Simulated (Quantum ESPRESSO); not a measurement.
## TaHf2TiO7N (one run as intended and one with a planted mistake)

Simulated, not a measurement. The program is pw.x of Quantum ESPRESSO 7.5 (plane-wave density functional theory). The cell is made up: 12 atoms on a fluorite lattice, with randomly drawn elements, strain and displacements, not relaxed. PseudoDojo standard norm-conserving files (v0.5 for PBE, v0.4.1 for LDA and PBEsol) set the functional; there is no spin polarisation, spin-orbit coupling or dispersion term, and the masses in the input are unused placeholders.

The hafnium pseudopotential is less sure than the others, with forces about 3 percent (worst 6) and pressure in oxides about 1.5 GPa (worst 2.7) from a second method in checks, which no rerun with the same files tests.

Intended input:

```
&control calculation='scf', pseudo_dir='./dojo.nc.sr.pbe.v0_5.standard.upf', outdir='./o', disk_io='low', tprnfor=.true., tstress=.true. /
&system ibrav=0, nat=12, ntyp=5, nbnd=54, ecutwfc=84.00895049, nosym=.true., tot_charge=0,
 occupations='smearing', smearing='fd', degauss=0.0018374661
/
&electrons conv_thr=7.350e-09, electron_maxstep=60, /
ATOMIC_SPECIES
Hf 1.0 Hf.upf
N 1.0 N.upf
O 1.0 O.upf
Ta 1.0 Ta.upf
Ti 1.0 Ti.upf
CELL_PARAMETERS angstrom
4.9927 0.0 0.0
0.0 4.9927 0.0
0.0 0.0 4.9927
ATOMIC_POSITIONS angstrom
Ta -0.0503 0.0584 -0.0662
Hf 0.0651 2.509 2.5124
Hf 2.4764 0.0514 2.4979
Ti 2.4827 2.604 0.0214
O 1.181 1.227 1.2104
O 1.2114 1.2794 3.7329
O 1.2012 3.7635 1.2487
O 1.2719 3.7666 3.7945
O 3.7331 1.2644 1.2485
O 3.7846 1.2063 3.7571
O 3.7256 3.6921 1.2904
N 3.6676 3.7793 3.6589
K_POINTS automatic
5 5 5 1 1 1
```

The log is shortened where brackets say so; the opening notice, blank lines, dates and the lines on written files are dropped, and the path of the files is cut. It prints rydbergs, bohrs and kilobars, and counts compression as positive stress. Where no state is partly filled, the Fermi energy that it prints is only some level between the filled and the empty states on the mesh, and need not lie in the true gap.

Log of the intended run:

```
     Program PWSCF v.7.5
     Parallel version (MPI & OpenMP), running on       4 processor cores
     Number of MPI processes:                 4
     Threads/MPI process:                     1
     [start-up lines left out]
     bravais-lattice index     =            0
     lattice parameter (alat)  =       9.4348  a.u.
     unit-cell volume          =     839.8525 (a.u.)^3
     number of atoms/cell      =           12
     number of atomic types    =            5
     number of electrons       =        96.00
     number of Kohn-Sham states=           54
     kinetic-energy cutoff     =      84.0090  Ry
     charge density cutoff     =     336.0358  Ry
     scf convergence threshold =      7.3E-09
     mixing beta               =       0.7000
     number of iterations used =            8  plain     mixing
     Exchange-correlation= PBE
                           (   1   4   3   4   0   0   0)
     [axes and pseudopotential details left out]
   Cartesian axes
     site n.     atom                  positions (alat units)
         1        Ta     tau(   1) = (  -0.0100747   0.0116971  -0.0132594  )
         2        Hf     tau(   2) = (   0.0130390   0.5025337   0.5032147  )
         3        Hf     tau(   3) = (   0.4960042   0.0102950   0.5003105  )
         4        Ti     tau(   4) = (   0.4972660   0.5215615   0.0042863  )
         5        O      tau(   5) = (   0.2365454   0.2457588   0.2424340  )
         6        O      tau(   6) = (   0.2426342   0.2562541   0.7476716  )
         7        O      tau(   7) = (   0.2405913   0.7538005   0.2501052  )
         8        O      tau(   8) = (   0.2547519   0.7544215   0.7600096  )
         9        O      tau(   9) = (   0.7477117   0.2532497   0.2500651  )
        10        O      tau(  10) = (   0.7580267   0.2416128   0.7525187  )
        11        O      tau(  11) = (   0.7462095   0.7394997   0.2584573  )
        12        N      tau(  12) = (   0.7345925   0.7569652   0.7328500  )
     number of k points=    63  Fermi-Dirac smearing, width (Ry)=  0.0018
                       cart. coord. in units 2pi/alat
        k(    1) = (   0.1000000   0.1000000   0.1000000), wk =   0.0320000
        k(    2) = (   0.1000000   0.1000000   0.3000000), wk =   0.0320000
     [further k points left out]
     Dense  grid:    87391 G-vectors     FFT dimensions: (  60,  60,  60)
     Estimated max dynamical RAM per process >     304.65 MB
     Estimated total dynamical RAM >       1.13 GB
     Initial potential from superposition of free atoms
     starting charge      95.9938, renormalised to      96.0000
     Starting wfcs are   72 randomized atomic wfcs
     total cpu time spent up to now is       17.5 secs
     per-process dynamical memory:   243.9 Mb
     Self-consistent Calculation
     iteration #  1     ecut=    84.01 Ry     beta= 0.70
     Davidson diagonalization with overlap
     ethr =  1.00E-02,  avg # of iterations =  2.0
     total cpu time spent up to now is       42.8 secs
     total energy              =    -725.24526654 Ry
     estimated scf accuracy    <       5.51292228 Ry
     iteration #  2     ecut=    84.01 Ry     beta= 0.70
     Davidson diagonalization with overlap
     ethr =  5.74E-03,  avg # of iterations =  6.2
     total cpu time spent up to now is       84.7 secs
     total energy              =    -720.18630312 Ry
     estimated scf accuracy    <      52.44401652 Ry
     [iterations 3 to 15 left out]
     iteration # 16     ecut=    84.01 Ry     beta= 0.70
     Davidson diagonalization with overlap
     ethr =  1.21E-10,  avg # of iterations =  5.4
     total cpu time spent up to now is      463.4 secs
     total energy              =    -728.10815425 Ry
     estimated scf accuracy    <       0.00000002 Ry
     iteration # 17     ecut=    84.01 Ry     beta= 0.70
     Davidson diagonalization with overlap
     ethr =  2.30E-11,  avg # of iterations =  3.2
     total cpu time spent up to now is      485.4 secs
     End of self-consistent calculation
     [lines on levels left out]
     the Fermi energy is    13.8922 ev
!    total energy              =    -728.10815425 Ry
     estimated scf accuracy    <          3.9E-09 Ry
     smearing contrib. (-TS)   =      -0.00000000 Ry
     internal energy E=F+TS    =    -728.10815425 Ry
     The total energy is F=E-TS. E is the sum of the following terms:
     one-electron contribution =    -122.33552268 Ry
     hartree contribution      =     118.81871647 Ry
     xc contribution           =    -169.23928639 Ry
     ewald contribution        =    -555.35206165 Ry
     convergence has been achieved in  17 iterations
     Forces acting on atoms (cartesian axes, Ry/au):
     atom    1 type  4   force =    -0.05641662   -0.05258809   -0.02004770
     atom    2 type  1   force =    -0.06150541    0.03147771    0.00157605
     atom    3 type  1   force =     0.02904447   -0.03205344   -0.00260956
     atom    4 type  5   force =     0.06334340    0.06486948   -0.02156939
     atom    5 type  3   force =     0.00954480    0.00629860   -0.02895665
     atom    6 type  3   force =     0.02513942   -0.02183895    0.03393648
     atom    7 type  3   force =     0.02179579   -0.00777284   -0.02240578
     atom    8 type  3   force =    -0.04154249    0.01026270    0.02746597
     atom    9 type  3   force =    -0.00842267   -0.02214514   -0.03056127
     atom   10 type  3   force =    -0.01115707    0.03136232    0.02754789
     atom   11 type  3   force =    -0.01297827    0.02932198   -0.08402491
     atom   12 type  2   force =     0.04315466   -0.03719434    0.11964886
     Total force =     0.239907     Total SCF correction =     0.000171
     Computing stress (Cartesian axis) and pressure
          total   stress  (Ry/bohr**3)                   (kbar)     P=       35.26
   0.00026841  -0.00024859   0.00011606           39.48      -36.57       17.07
  -0.00024859   0.00026587  -0.00015694          -36.57       39.11      -23.09
   0.00011606  -0.00015694   0.00018483           17.07      -23.09       27.19
     init_run     :     10.97s CPU     11.31s WALL (       1 calls)
     electrons    :    466.12s CPU    467.92s WALL (       1 calls)
     forces       :      3.31s CPU      3.33s WALL (       1 calls)
     stress       :     13.17s CPU     13.48s WALL (       1 calls)
     [timing details left out]
     PWSCF        :   8m19.87s CPU   8m22.43s WALL
     JOB DONE.
```

A second run has one planted mistake: the plane-wave cutoff is too low. The input lines that differ, file-writing options aside:

```
- &system ibrav=0, nat=12, ntyp=5, nbnd=54, ecutwfc=84.00895049, nosym=.true., tot_charge=0,
+ &system ibrav=0, nat=12, ntyp=5, nbnd=54, ecutwfc=47.77411883, nosym=.true., tot_charge=0,
```

Its log:

```
     Program PWSCF v.7.5
     Parallel version (MPI & OpenMP), running on       4 processor cores
     Number of MPI processes:                 4
     Threads/MPI process:                     1
     [start-up lines left out]
     bravais-lattice index     =            0
     lattice parameter (alat)  =       9.4348  a.u.
     unit-cell volume          =     839.8525 (a.u.)^3
     number of atoms/cell      =           12
     number of atomic types    =            5
     number of electrons       =        96.00
     number of Kohn-Sham states=           54
     kinetic-energy cutoff     =      47.7741  Ry
     charge density cutoff     =     191.0965  Ry
     scf convergence threshold =      7.3E-09
     mixing beta               =       0.7000
     number of iterations used =            8  plain     mixing
     Exchange-correlation= PBE
                           (   1   4   3   4   0   0   0)
     [axes and pseudopotential details left out]
   Cartesian axes
     site n.     atom                  positions (alat units)
         1        Ta     tau(   1) = (  -0.0100747   0.0116971  -0.0132594  )
         2        Hf     tau(   2) = (   0.0130390   0.5025337   0.5032147  )
         3        Hf     tau(   3) = (   0.4960042   0.0102950   0.5003105  )
         4        Ti     tau(   4) = (   0.4972660   0.5215615   0.0042863  )
         5        O      tau(   5) = (   0.2365454   0.2457588   0.2424340  )
         6        O      tau(   6) = (   0.2426342   0.2562541   0.7476716  )
         7        O      tau(   7) = (   0.2405913   0.7538005   0.2501052  )
         8        O      tau(   8) = (   0.2547519   0.7544215   0.7600096  )
         9        O      tau(   9) = (   0.7477117   0.2532497   0.2500651  )
        10        O      tau(  10) = (   0.7580267   0.2416128   0.7525187  )
        11        O      tau(  11) = (   0.7462095   0.7394997   0.2584573  )
        12        N      tau(  12) = (   0.7345925   0.7569652   0.7328500  )
     number of k points=    63  Fermi-Dirac smearing, width (Ry)=  0.0018
                       cart. coord. in units 2pi/alat
        k(    1) = (   0.1000000   0.1000000   0.1000000), wk =   0.0320000
        k(    2) = (   0.1000000   0.1000000   0.3000000), wk =   0.0320000
     [further k points left out]
     Dense  grid:    37529 G-vectors     FFT dimensions: (  45,  45,  45)
     Estimated max dynamical RAM per process >     136.73 MB
     Estimated total dynamical RAM >     519.43 MB
     Check: negative core charge=   -0.000194
     Initial potential from superposition of free atoms
     starting charge      95.9938, renormalised to      96.0000
     Starting wfcs are   72 randomized atomic wfcs
     total cpu time spent up to now is        5.4 secs
     per-process dynamical memory:   106.1 Mb
     Self-consistent Calculation
     iteration #  1     ecut=    47.77 Ry     beta= 0.70
     Davidson diagonalization with overlap
     ethr =  1.00E-02,  avg # of iterations =  2.0
     total cpu time spent up to now is       15.4 secs
     total energy              =    -725.03675555 Ry
     estimated scf accuracy    <       5.00559431 Ry
     iteration #  2     ecut=    47.77 Ry     beta= 0.70
     Davidson diagonalization with overlap
     ethr =  5.21E-03,  avg # of iterations =  6.1
     total cpu time spent up to now is       31.1 secs
     total energy              =    -720.45690995 Ry
     estimated scf accuracy    <      45.56931145 Ry
     [iterations 3 to 14 left out]
     iteration # 15     ecut=    47.77 Ry     beta= 0.70
     Davidson diagonalization with overlap
     ethr =  3.09E-10,  avg # of iterations =  6.4
     total cpu time spent up to now is      176.8 secs
     total energy              =    -727.57836834 Ry
     estimated scf accuracy    <       0.00000009 Ry
     iteration # 16     ecut=    47.77 Ry     beta= 0.70
     Davidson diagonalization with overlap
     ethr =  9.78E-11,  avg # of iterations =  4.3
     total cpu time spent up to now is      187.2 secs
     End of self-consistent calculation
     [lines on levels left out]
     the Fermi energy is    13.9396 ev
!    total energy              =    -727.57836835 Ry
     estimated scf accuracy    <          6.2E-09 Ry
     smearing contrib. (-TS)   =      -0.00000000 Ry
     internal energy E=F+TS    =    -727.57836835 Ry
     The total energy is F=E-TS. E is the sum of the following terms:
     one-electron contribution =    -121.27686096 Ry
     hartree contribution      =     118.09717782 Ry
     xc contribution           =    -169.04662356 Ry
     ewald contribution        =    -555.35206166 Ry
     convergence has been achieved in  16 iterations
     Forces acting on atoms (cartesian axes, Ry/au):
     atom    1 type  4   force =    -0.05794475   -0.05203326   -0.02232135
     atom    2 type  1   force =    -0.06177240    0.03170206    0.00252509
     atom    3 type  1   force =     0.03076464   -0.03208706   -0.00139115
     atom    4 type  5   force =     0.06380366    0.06487583   -0.01955899
     atom    5 type  3   force =     0.01065649    0.00828383   -0.03201298
     atom    6 type  3   force =     0.02511427   -0.01864879    0.03570449
     atom    7 type  3   force =     0.02445573   -0.01044718   -0.02718878
     atom    8 type  3   force =    -0.03814990    0.00757884    0.03006197
     atom    9 type  3   force =    -0.01110351   -0.01655892   -0.03367743
     atom   10 type  3   force =    -0.01052756    0.03108970    0.03001854
     atom   11 type  3   force =    -0.01354976    0.02558095   -0.08449435
     atom   12 type  2   force =     0.03825310   -0.03933600    0.12233493
     Total force =     0.242524     Total SCF correction =     0.000168
     Computing stress (Cartesian axis) and pressure
          total   stress  (Ry/bohr**3)                   (kbar)     P=     -386.58
  -0.00260101  -0.00025248   0.00012259         -382.62      -37.14       18.03
  -0.00025248  -0.00260382  -0.00015288          -37.14     -383.03      -22.49
   0.00012259  -0.00015288  -0.00267894           18.03      -22.49     -394.09
     init_run     :      4.91s CPU      5.07s WALL (       1 calls)
     electrons    :    180.43s CPU    181.76s WALL (       1 calls)
     forces       :      1.62s CPU      1.64s WALL (       1 calls)
     stress       :      5.41s CPU      5.48s WALL (       1 calls)
     [timing details left out]
     PWSCF        :   3m12.77s CPU   3m14.42s WALL
     JOB DONE.
```

|  | intended run | run with the mistake |
| --- | --- | --- |
| free energy (eV) | -9906.416 | -9899.208 |
| smearing term -TS (eV) | 0.0000 | 0.0000 |
| pressure (GPa) | 3.53 | -38.66 |
| largest force component (eV/Å) | 3.076 | 3.145 |
| largest change of a force component (eV/Å) |  | 0.144 |
| iterations | 17 | 16 |

For scale, a rerun of the intended cell at a cutoff of 1437 eV and k mesh 7 x 7 x 7 moved values by no more than 0.003 eV in energy, 0.04 GPa in stress and 0.003 eV/Å in force.